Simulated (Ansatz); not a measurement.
Sb (A7 type, space group R-3m)

```
CELL_PARAMETERS angstrom
      2.16397     1.24937     3.78144
     -2.16397     1.24937     3.78144
      0.00000    -2.49874     3.78144
ATOMIC_POSITIONS crystal
  Sb 0.23324 0.23324 0.23324
  Sb 0.76676 0.76676 0.76676
```

The slice is a (1 -1 0 2) plane (indices of the conventional cell) through the point (0.233, 0.233, 0.233) (fractional), spanned by u = [1 0 -1] and v = [010] in vectors of this cell: u (4.33 Å) and v (4.53 Å, at 90° to u). It covers one period; positions are fractions (u, v).

The numbers are results of r2SCAN+rVV10 (plane waves to 500 eV, PAW, scalar-relativistic; Ansatz, a first-principles code), not measurements. k mesh 13×13×13. These are valence fields of a PAW run, semicore shells included where kept as valence: close to a nucleus they are smooth pseudo fields. Sb was relaxed with its symmetry unable to fall. Spin-orbit coupling is left out, though Sb is heavy.

Three fields on this plane, each scaled to ten steps between its own extremes (0 low, 9 high; the total valence density on a logarithmic scale, the potential cut 8 eV below its top; x marks points blanked near nuclei; v = 0 in the bottom row):

Map A
```
|xxxxxxxx8654322222234568xxxxxxx|
|xxxxxxx987554333333455789xxxxxx|
|xxxxxxx987654444444456789xxxxxx|
|xxxxxx98876655555555667889xxxxx|
|xxxxxx98777666666666677789xxxxx|
|xxxx998877777788887777778899xxx|
|x99888877888899xx99888877888899|
|777777778889xxxxxxxx98887777777|
|66666677889xxxxxxxxxx9887766666|
|5555566789xxxxxxxxxxxx987665555|
|3344556789xxxxxxxxxxxx987655443|
|223345678xxxxxxxxxxxxxx87654332|
|112334678xxxxxxxxxxxxxx87643321|
|011234578xxxxxxxxxxxxxx87543211|
|001124578xxxxxxxxxxxxxx87542110|
|000123568xxxxxxxxxxxxxx86532100|
|0001234679xxxxxxxxxxxx976432100|
|0001234578xxxxxxxxxxxx875432100|
|11112345678xxxxxxxxxx8765432111|
|2222234456789xxxxxx987654432222|
|3333334455678899998876554433333|
|5444444445566777777665544444444|
|6666554444455556655554444455666|
|8877665544444444444444445566778|
|x998876544333333333333445678899|
|xxxx987654332221122233456789xxx|
|xxxxxx87643221100112234678xxxxx|
|xxxxxx98654211000011245689xxxxx|
|xxxxxxx875431100001134578xxxxxx|
|xxxxxxx976432100001234679xxxxxx|
|xxxxxxxx8653210000123568xxxxxxx|
|xxxxxxxx8654321111234568xxxxxxx|
```

Map B
```
|xxxxxxxx5676432222346765xxxxxxx|
|xxxxxxx567765433334567765xxxxxx|
|xxxxxxx578876554455678875xxxxxx|
|xxxxxx56898876655667889865xxxxx|
|xxxxxx67999876655667899976xxxxx|
|xxxx467999986554455689999764xxx|
|x44567899986544xx44568999876544|
|445678999865xxxxxxxx56899987654|
|55678899875xxxxxxxxxx5789988765|
|5566788875xxxxxxxxxxxx578887665|
|4456678765xxxxxxxxxxxx567876654|
|333467775xxxxxxxxxxxxxx57776433|
|122356765xxxxxxxxxxxxxx56765322|
|011246665xxxxxxxxxxxxxx56664211|
|000235665xxxxxxxxxxxxxx56653200|
|000135665xxxxxxxxxxxxxx56653100|
|0001246665xxxxxxxxxxxx566642100|
|0001235666xxxxxxxxxxxx666532100|
|11112346776xxxxxxxxxx6776432111|
|3322234567766xxxxxx667765432223|
|6554434467777766667777764434455|
|8776554456778887788877654455677|
|8888765444567888888765444567888|
|7777776544455677776554445677777|
|x666677654333455554333456776666|
|xxxx667765322222222223567766xxx|
|xxxxxx66654211111111245666xxxxx|
|xxxxxx56664310000001346665xxxxx|
|xxxxxxx566531000000135665xxxxxx|
|xxxxxxx556642100001246655xxxxxx|
|xxxxxxxx5664310000134665xxxxxxx|
|xxxxxxxx5665321111235665xxxxxxx|
```

Map C
```
|xxxxxxxx0257889999887520xxxxxxx|
|xxxxxxx002567888888765200xxxxxx|
|xxxxxxx003567777777765300xxxxxx|
|xxxxxx00135555555555553100xxxxx|
|xxxxxx00244433211233444200xxxxx|
|xxxx000233320000000023332000xxx|
|x00000233200000xx00000233200000|
|000013332000xxxxxxxx00023331000|
|22334443100xxxxxxxxxx0013444332|
|5556654300xxxxxxxxxxxx003456655|
|7777764200xxxxxxxxxxxx002467777|
|888876410xxxxxxxxxxxxxx01467888|
|999876400xxxxxxxxxxxxxx00467899|
|999886400xxxxxxxxxxxxxx00468899|
|999986400xxxxxxxxxxxxxx00468999|
|999987510xxxxxxxxxxxxxx01578999|
|9999875300xxxxxxxxxxxx003578999|
|9999876410xxxxxxxxxxxx014678999|
|99998875300xxxxxxxxxx0035788999|
|8888887653000xxxxxx000356788888|
|7788887765310000000013567788887|
|6666777776543100001345677777666|
|3334566777765544445567777665433|
|0000245677777776677777776542000|
|x000003567888888888888765300000|
|xxxx000356788999999887653000xxx|
|xxxxxx00367899999999876300xxxxx|
|xxxxxx00146899999999864100xxxxx|
|xxxxxxx003678999999876300xxxxxx|
|xxxxxxx002578999999875200xxxxxx|
|xxxxxxxx0257899999987520xxxxxxx|
|xxxxxxxx0157899999987510xxxxxxx|
```

Problem. Assign the maps to these fields: electron localisation function (ELF); valence electron density; electrostatic potential energy of an electron, from the cell's mean.

Solution. A is the valence electron density; B is the electron localisation function (ELF); C is the electrostatic potential energy of an electron, from the cell's mean.
